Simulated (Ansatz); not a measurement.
Ansatz input file:

```yaml
crystal:
  lattice:
    - [0.0, 1.91669895, 1.91669895]
    - [1.91669895, 0.0, 1.91669895]
    - [1.91669895, 1.91669895, 0.0]
  atoms:
    - { symbol: Pd, position: [0.0, 0.0, 0.0] }
basis:
  ecutwfc: 420
kpoints:
  mp_grid: { grid: [18, 18, 18] }
hamiltonian:
  xc: pbesol
scf:
  occupations: { method: gaussian, width: 0.1 }
output:
  forces: true
  stress: true
  eigenvalues: true
```

Launched with
```bash
ansatz run input.yaml --threads 1 --pin off --max-ram 1331MiB --backend cpu --events-out ev --progress --plain --runs-dir out
```

Method: Ansatz 0.2.0, DFT PBEsol, scalar-relativistic, plane waves, PAW.

From the run's log, abridged:

```
Pseudopotentials: kind: paw
Pseudopotential: Pd, paw, valence charge 18, recommended cutoff 420 eV (normal)
Functional definition: PBEsol
Crystal: 1 atom, lattice volume = 14.083 Å³
Basis set: ecut = 420 eV, 283 PW (Γ), exchange–correlation on 40×40×40 points (8 copies of the dense FFT grid, shifted against one another)
Bands: 13, of which v1, the nominal top of the filled ones, is band 9 counted from 1 (8 counted from 0)
Symmetry: 48 space group operations
Space group: Fm-3m (ITA 225), of the structure as read, at distance tolerance 2.4e-5 Å
k-points: 195 of 5832
Initial density: superposition of atomic densities (neutral atoms: chi_scale 0, normalization atom), corrected by the library's trained network
Initial wavefunctions: pseudopotential atomic-orbital guess
Functional: x = pbesol(κ = 0.804, μ = 0.12345679), c = pbesol(β = 0.046)
SCF iter   1: F=—  HF=-6906.648127 eV  |F-HF|=—  |Δ(HF+E_count)|=         —  Δρ=9.35e-3  dr2=9.95e-3  ethr=1.77e-3  ⟨swp⟩=5.0  Hψ=14704  notcnv=0
SCF iter   2: F=—  HF=-6906.645432 eV  |F-HF|=—  |Δ(HF+E_count)|=   2.70e-3  Δρ=2.51e-3  dr2=5.80e-4  ethr=5.53e-5  ⟨swp⟩=1.0  Hψ=4123  notcnv=0
SCF iter   3: F=—  HF=-6906.645292 eV  |F-HF|=—  |Δ(HF+E_count)|=   1.39e-4  Δρ=5.48e-4  dr2=8.54e-6  ethr=3.22e-6  ⟨swp⟩=2.5  Hψ=3443  notcnv=0
SCF iter   4: F=—  HF=-6906.645298 eV  |F-HF|=—  |Δ(HF+E_count)|=   6.00e-6  Δρ=6.83e-5  dr2=3.22e-7  ethr=4.74e-8  ⟨swp⟩=2.4  Hψ=3591  notcnv=0
SCF iter   5: F=-6906.645299 eV  HF=-6906.645299 eV  |F-HF|=2.47e-9  |Δ(HF+E_count)|=   1.81e-7  Δρ=7.51e-6  dr2=2.94e-9  ethr=1.79e-9  ⟨swp⟩=2.0  Hψ=4109  notcnv=0
SCF iter   6: F=-6906.645299 eV  HF=-6906.645299 eV  |F-HF|=1.91e-11  |Δ(HF+E_count)|=  9.79e-10  Δρ=6.53e-7  dr2=2.61e-11  ethr=1.64e-11  ⟨swp⟩=1.9  Hψ=7606  notcnv=0
SCF 1 converged in 6 iterations: F = -6906.645299 eV  dr2 = 2.61e-11
SCF converged after 6 iterations
Free energy (F): -6906.645299 eV
Harris-Foulkes:  -6906.645299 eV  (|F-HF|=1.91e-11)
Internal energy: -6906.634366 eV  (E = F + TS)
E sigma→0 (E₀):  -6906.639832 eV
Entropy (-TS):   -0.010932 eV (-10.932 meV/atom)
Fermi energy:    20.929102 eV
--- Per-component energies (eV) ---
  E_band       = -119.518137
  E_kinetic    = 514.544547
  E_local      = -1683.347607  (includes V_loc(G=0)·N_el)
  E_nonlocal   = 219.116251
  E_hartree    = 685.820013
  E_xc         = -168.249573
  E_vxc        = -211.932875  (∫ρ·V_xc dr)
  E_paw        = -3684.788681  (= ΣΔE_a)
  E_vpaw       = -329.538882  (= ΣTr[D̂ρ^β])
  E_aug_tail   = 0.000189  (compensation charges beyond the density's cutoff)
  E_ewald      = -2790.032030
  E_core_change = 0.302524  (= ΣΔE_core)
  E_smearing   = -0.010932  (= −TS)
--- Forces (eV/Å), atoms counted from 1 ---
  atom   1  Pd     0.00000000     0.00000000     0.00000000
--- Stress (GPa, compression-positive) ---
        7.240215       0.000000       0.000000
        0.000000       7.240215       0.000000
        0.000000       0.000000       7.240215
  P = ⅓ Tr σ = 7.2402 GPa (72.402 kbar)
--- Band table (eV; the first three rows and the last of 195) ---
  k-point 0: bands = ["-63.3018", "-28.7797", "-28.7797", "-28.7797", "13.3045", "17.8441", "17.8441", "17.8441", "19.6059", "19.6059", "37.8578", "42.8105", "42.8105"]
  k-point 1: bands = ["-63.2998", "-28.7948", "-28.7818", "-28.7818", "13.4222", "17.7996", "17.8864", "17.8864", "19.5845", "19.5845", "37.9953", "42.0931", "42.9566"]
  k-point 2: bands = ["-63.2939", "-28.8382", "-28.7879", "-28.7879", "13.7618", "17.6884", "17.9970", "17.9970", "19.5395", "19.5395", "38.3300", "40.5953", "43.3778"]
  k-point 194: bands = ["-63.2115", "-29.1278", "-29.0791", "-28.9661", "16.1759", "16.8660", "17.6655", "19.5405", "21.2531", "29.2583", "30.7755", "31.5783", "32.8717"]
```

The calculation finished and met its thresholds.